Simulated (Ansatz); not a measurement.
Relaxed-ion elastic tensor of Ir (fcc (Cu type), Fm-3m) in GPa (Voigt order), plane-wave PAW PBE (Ansatz code); density 22.02 g/cm³, 14.50 Å³ per atom.

|  | 1 | 2 | 3 | 4 | 5 | 6 |
|---|---|---|---|---|---|---|
| 1 | 585 | 229 | 229 | 0.0 | 0.0 | 0.0 |
| 2 | 229 | 585 | 229 | 0.0 | 0.0 | 0.0 |
| 3 | 229 | 229 | 585 | 0.0 | 0.0 | 0.0 |
| 4 | 0.0 | 0.0 | 0.0 | 256 | 0.0 | 0.0 |
| 5 | 0.0 | 0.0 | 0.0 | 0.0 | 256 | 0.0 |
| 6 | 0.0 | 0.0 | 0.0 | 0.0 | 0.0 | 256 |

**Question.** Is the crystal mechanically stable?

**Answer.** Yes: the smallest eigenvalue of C is 256 GPa.

**Question.** Work out the Voigt, Reuss and Hill averages.

**Answer.** K_V = 348, K_R = 348, K_H = 348; G_V = 225, G_R = 218, G_H = 221 GPa.

**Question.** Give Young's modulus, Poisson's ratio, Pugh's ratio and the universal anisotropy index.

**Answer.** E = 9KG/(3K + G) = 548 GPa; ν = 0.24; K/G = 1.57 (brittle by the Pugh limit of 1.75); A_U = 5G_V/G_R + K_V/K_R − 6 = 0.16.

**Question.** Estimate the sound speeds and the Debye temperature.

**Answer.** v_l = √((K + 4G/3)/ρ) = 5400 m/s, v_t = √(G/ρ) = 3170 m/s, mean 3510 m/s; Θ = (h/k)(3n/4πV)^(1/3) v_m = 429 K.

**Question.** Give the Zener ratio and Young's modulus along [100], [110] and [111].

**Answer.** A = 2C44/(C11 − C12) = 1.44; 1/E = S11 − 2(S11 − S12 − S44/2)Γ with Γ = 0, 1/4, 1/3 gives 456, 567, 617 GPa.

**Question.** Solve the Christoffel equation for the three sound speeds along [100], [110], [111].

**Answer.** Eigenvalues of C_ijkl n_j n_l equal ρv². In km/s, slowest first: [100] 3.41, 3.41, 5.15; [110] 2.84, 3.41, 5.49; [111] 3.04, 3.04, 5.60.

Symmetry was held in the PBE relaxation. No spin polarisation was allowed. As this level gives no gap, shear constants depend on the k-mesh and smearing (Fermi–Dirac, 0.1 eV here). Scalar-relativistic: spin–orbit coupling is off unless named, which matters more the heavier the elements.

Potentials: the later of the program's two PAW sets.
